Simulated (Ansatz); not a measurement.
One crystal and one scan (scan of one atom of the cell) at two levels, PBE (plane waves to 420 eV, PAW, scalar-relativistic; Ansatz, a program for electronic structure) and r2SCAN (plane waves to 500 eV, PAW, scalar-relativistic; Ansatz), each from its own relaxed cell and on its own mesh.

The crystal is Y (hcp, Mg type); one Y atom of a 4-atom cell moves by s along Cartesian x, with its periodic images.

The energy includes the smearing's −TS. The PAW data are Ansatz's earlier set. Y is run without spin polarisation. Y was relaxed with its symmetry unable to fall. With partly filled bands, energies and forces of such displacements shift with the k mesh and the smearing. Both scans cover s from -0.710 to 0.710 Å.

```json
[
 {"quantity": "Lattice constant a (Å)", "run 1": "3.683", "run 2": "3.656"},
 {"quantity": "Lattice constant c (Å)", "run 1": "5.698", "run 2": "5.679"},
 {"quantity": "Relaxed volume (Å³/atom)", "run 1": "33.46", "run 2": "32.86"},
 {"quantity": "Energy at s = 0.710 Å (meV/cell)", "run 1": "776", "run 2": "784"},
 {"quantity": "Force along the line at s = -0.710 Å (eV/Å)", "run 1": "2.221", "run 2": "2.291"},
 {"quantity": "Force constant k = d²E/ds² at s = 0 (finite differences) (eV/Å²)", "run 1": "3.36", "run 2": "3.18"}
]
```

Problem. Which run is which level?

Solution. Run 2 is PBE, run 1 is r2SCAN. PBE gives the higher value for: force along the line at s = -0.710 Å. PBE gives the lower value for: lattice constant a; lattice constant c; relaxed volume; force constant k = d²E/ds² at s = 0. They agree on: energy at s = 0.710 Å (within 1.5 %). Both give the same symmetry of the curve: not even: the negative side lies higher at ±0.710 Å. Neither level is exact: the differences show how much the result hangs on the functional.

(A displaced cell: forces are minus the slopes of the energy, force constants its curvatures, and phonons follow from these.)
